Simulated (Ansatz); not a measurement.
With the program Ansatz at the PBE level (PAW), Au in the diamond structure (Fd-3m) relaxes to a = 6.164 Å. Au has 4 nearest neighbours from 2.67 Å (tetrahedral).

Electronic character: metallic (no gap). Gap from PBE with spin–orbit coupling: none (metallic).

An equation-of-state fit gives a bulk modulus of 53.0 GPa.

The start of the workflow was typed in or built on a structure type; neither database checked (COD, Materials Project) lists it. It is not the phase usual at ambient conditions (space group No. 225). The cell was relaxed with PBE under the symmetry of its start; its stability against distortions is not shown here. Spin–orbit coupling is left out wherever it is not named.

Potentials: the earlier of the program's two PAW sets.
